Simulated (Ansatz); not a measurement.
What a change of settings does to a run on LiSc

The structure comes from a relaxation in the same program, started in the CsCl type. Whether it is a known phase or the ground state wasn't checked. The listed cell was then made from it by scaling, straining or moving an atom.

First run: DFT, PBE, PAW with Ansatz's default frozen-core files, scalar-relativistic (Ansatz 0.2.0).

Command: `ansatz run input.yaml --threads 1 --pin off --max-ram 2048MiB --backend cpu --events-out ev --progress --plain --runs-dir out` The run took 10 s on 1 thread of AMD EPYC (Zen 3), on a shared host, peak memory 0.4 GiB.

```yaml
crystal:
  lattice:
    - [3.4353677092, 0.0, 0.0]
    - [0.0, 3.4353677092, 0.0]
    - [0.0, 0.0, 3.5911129597]
  atoms:
    - { symbol: Li, position: [0.0, 0.0, 0.0] }
    - { symbol: Sc, position: [0.5, 0.5, 0.5] }
kpoints:
  mp_grid: { grid: [11, 11, 11] }
scf:
  occupations: { method: fermi_dirac, width: 0.05 }
hamiltonian:
  xc: pbe
  pseudopotentials: { kind: paw }
output:
  forces: true
  stress: true
  eigenvalues: true
  efg: { contact_densities: true }
```

Result: converged; pressure 0.02 GPa; no gap on the k mesh; 6 SCF iterations.

The input is then changed:

```diff
@@ -10,5 +10,5 @@
   mp_grid: { grid: [11, 11, 11] }
 scf:
-  occupations: { method: fermi_dirac, width: 0.05 }
+  occupations: { method: tetrahedron }
 hamiltonian:
   xc: pbe
@@ -19,3 +19,7 @@
   eigenvalues: true
   efg: { contact_densities: true }
+  write_density: true
+  write_potential: true
+  elf: true
+  volumetric_format: npy
```

(1) Predict the outcome of the changed run.

Results:

(1) It converged; pressure 0.04 GPa; no gap on the k mesh; 6 SCF iterations.
